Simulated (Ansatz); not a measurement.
**Nb: strain and displacement**

```xyz
1
Lattice="0.0000 2.1150 2.1150 2.1150 0.0000 2.1150 2.1150 2.1150 0.0000" Properties=species:S:1:pos:R:3 pbc="T T T"
Nb    0.0000    0.0000    0.0000
```

The cell comes from COD entry 1534903, which wasn't checked; take it as a given geometry.

These are results of DFT, LDA, all-electron PAW with datasets made for the crystal, scalar-relativistic in Ansatz 0.2.0, not measurements.

Settings: a Γ-centred 13×13×13 k mesh, Fermi–Dirac smearing of 0.03 eV, cutoff 240 eV (chosen by the program for this cell), no spin polarisation.

The unchanged cell is at -10.32 GPa.

In a metal, stresses and small energies carry noise from the k mesh.

x, y and z are the Cartesian axes of the cell as listed; fractional coordinates follow a strain, and an engineering shear is twice the off-diagonal strain component.

Problem. With this change (equal xy, yz and zx engineering shear strains of -2 %), what becomes of the energy and stress?

Solution. Energy change -3 meV/atom; stress change (xx, yy, zz, yz, xz, xy) -0.15, -0.15, -0.15, -0.82, -0.82, -0.82 GPa, compression positive.

Problem. With this change (equal xy, yz and zx engineering shear strains of -1 %), what becomes of the energy and stress?

Solution. Energy change under 1 meV/atom; stress change (xx, yy, zz, yz, xz, xy) -0.02, -0.02, -0.02, -0.45, -0.45, -0.45 GPa, compression positive.

With equal xy, yz and zx engineering shear strains of +1 %: energy change -1 meV/atom; stress change (xx, yy, zz, yz, xz, xy) 0.00, 0.00, 0.00, 0.69, 0.69, 0.69 GPa, compression positive.

With equal xy, yz and zx engineering shear strains of +2 %: energy change -5 meV/atom; stress change (xx, yy, zz, yz, xz, xy) 0.05, 0.05, 0.05, 0.96, 0.96, 0.96 GPa, compression positive.
